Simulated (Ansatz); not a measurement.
Tl2Au:
```cif
data_Au4Tl8
_chemical_formula_sum 'Tl8 Au4'
_space_group_name_H-M_alt 'I4/mcm'
_space_group_IT_number 140
_space_group_name_Hall '-I 4 2c'
_cell_length_a 7.33904
_cell_length_b 7.33904
_cell_length_c 5.69702
_cell_angle_alpha 90.000
_cell_angle_beta 90.000
_cell_angle_gamma 90.000
loop_
_atom_site_label
_atom_site_type_symbol
_atom_site_symmetry_multiplicity
_atom_site_Wyckoff_symbol
_atom_site_fract_x
_atom_site_fract_y
_atom_site_fract_z
_atom_site_occupancy
Tl1 Tl 8 h 0.15420 0.34580 0.00000 1
Au1 Au 4 a 0.00000 0.00000 0.25000 1
```
(The calculation used a cell of 6 atoms; values per cell refer to that cell.)

Relaxed with r²SCAN.

Q: Which orbitals make up the states near the Fermi level in plane-wave PAW r²SCAN (Ansatz code)?

A: Within 0.5 eV of the Fermi level: Tl 6p 70 %, Tl 6s 13 %, Au 5d 7 %, Au 6s 6 %. Projections are on Löwdin-orthogonalised atomic valence shells; empty p or d shells of many metals are not among them.

Q: Tabulate the density of states.

A: States/eV per cell of 6 atoms, in 0.25 eV bins, energy from the Fermi level.

| E (eV) | total | Au 5d | Tl 6p | Tl 6s |
|---|---|---|---|---|
| -7.85 | 1.32 | 0.06 | 0.45 | 0.66 |
| -7.60 | 1.52 | 0.09 | 0.50 | 0.76 |
| -7.35 | 1.73 | 0.14 | 0.53 | 0.87 |
| -7.10 | 1.99 | 0.22 | 0.56 | 1.03 |
| -6.85 | 2.47 | 0.36 | 0.59 | 1.33 |
| -6.60 | 3.28 | 0.73 | 0.58 | 1.77 |
| -6.35 | 4.35 | 1.41 | 0.51 | 2.17 |
| -6.10 | 5.49 | 2.30 | 0.44 | 2.44 |
| -5.85 | 4.96 | 3.26 | 0.22 | 1.23 |
| -5.60 | 2.31 | 1.61 | 0.11 | 0.47 |
| -5.35 | 1.78 | 1.48 | 0.10 | 0.10 |
| -5.10 | 4.18 | 3.58 | 0.35 | 0.12 |
| -4.85 | 5.62 | 4.64 | 0.64 | 0.15 |
| -4.60 | 9.11 | 7.41 | 1.08 | 0.22 |
| -4.35 | 14.34 | 12.30 | 1.25 | 0.29 |
| -4.10 | 12.97 | 11.42 | 0.78 | 0.38 |
| -3.85 | 6.20 | 4.81 | 0.57 | 0.55 |
| -3.60 | 8.76 | 6.80 | 0.67 | 0.96 |
| -3.35 | 12.47 | 10.00 | 0.56 | 1.65 |
| -3.10 | 1.22 | 0.74 | 0.12 | 0.30 |
| -2.85 | 0.64 | 0.27 | 0.13 | 0.16 |
| -2.60 | 1.17 | 0.38 | 0.32 | 0.27 |
| -2.35 | 1.59 | 0.40 | 0.56 | 0.34 |
| -2.10 | 2.08 | 0.40 | 0.83 | 0.45 |
| -1.85 | 2.18 | 0.36 | 0.87 | 0.51 |
| -1.60 | 1.89 | 0.27 | 0.77 | 0.47 |
| -1.35 | 1.48 | 0.17 | 0.71 | 0.32 |
| -1.10 | 1.87 | 0.23 | 1.05 | 0.32 |
| -0.85 | 2.17 | 0.47 | 1.31 | 0.17 |
| -0.60 | 2.37 | 0.28 | 1.48 | 0.33 |
| -0.35 | 3.20 | 0.25 | 2.17 | 0.47 |
| -0.10 | 2.32 | 0.15 | 1.62 | 0.33 |
| 0.15 | 2.04 | 0.11 | 1.52 | 0.24 |
| 0.40 | 2.30 | 0.16 | 1.60 | 0.29 |
| 0.65 | 2.98 | 0.18 | 1.95 | 0.48 |
| 0.90 | 2.79 | 0.14 | 1.77 | 0.51 |
| 1.15 | 2.37 | 0.10 | 1.57 | 0.37 |
| 1.40 | 2.09 | 0.09 | 1.41 | 0.31 |
| 1.65 | 2.02 | 0.08 | 1.37 | 0.29 |
| 1.90 | 2.24 | 0.09 | 1.55 | 0.27 |
| 2.15 | 2.28 | 0.09 | 1.55 | 0.26 |
| 2.40 | 2.27 | 0.08 | 1.52 | 0.27 |
| 2.65 | 2.31 | 0.08 | 1.51 | 0.28 |
| 2.90 | 2.45 | 0.07 | 1.59 | 0.27 |
| 3.15 | 3.00 | 0.09 | 1.93 | 0.27 |
| 3.40 | 3.01 | 0.08 | 1.94 | 0.24 |
| 3.65 | 2.90 | 0.07 | 1.86 | 0.23 |
| 3.90 | 3.10 | 0.06 | 2.02 | 0.23 |
| 4.15 | 2.85 | 0.06 | 1.89 | 0.17 |
| 4.40 | 2.50 | 0.05 | 1.67 | 0.09 |
| 4.65 | 3.05 | 0.06 | 2.14 | 0.10 |

The workflow started from a Materials Project entry (that database holds measured and hypothetical structures alike); the Crystallography Open Database files this formula in space group No. 140, but the cells were not matched. Its standing as an ambient phase is unchecked. The cell was relaxed with r²SCAN under the symmetry of its start; its stability against distortions is not shown here. Scalar-relativistic: spin–orbit coupling is off unless named, which matters more the heavier the elements.

Potentials: the later of the program's two PAW sets.
